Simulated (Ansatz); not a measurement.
**Straining Ti2Co**

The calculation used Ansatz 0.2.0, DFT r2SCAN, scalar-relativistic, plane waves, PAW. Settings: 500 eV cutoff, 10×10×10 k-mesh, Gaussian smearing of 0.10 eV, collinear spin.

Reference structure (relaxed):

```
Ti Co
1.0
     0.00000    3.56446    3.56446
     3.56446    0.00000    3.56446
     3.56446    3.56446    0.00000
Ti Co
4 2
Direct
  0.12500 0.12500 0.12500
  0.62500 0.12500 0.12500
  0.12500 0.12500 0.62500
  0.12500 0.62500 0.12500
  0.50000 0.50000 0.50000
  0.75000 0.75000 0.75000
```

Deformation: all cell vectors scaled alike, the atoms relaxed, all within the symmetry that the strain leaves. Energies are extrapolated to zero smearing. Stress is positive in compression, on the Cartesian axes of the cell above.

With moments and this functional the run may sit in a state above the lowest one.

Strains computed: -3.0, -2.0, -1.0, +1.0, +2.0, +3.0 %.

Question: At which strain does the energy stand 16.4 meV/atom over the relaxed crystal with σxx = -5.33, σyy = -5.33, σzz = -5.33 GPa?

Answer: +2.0 %.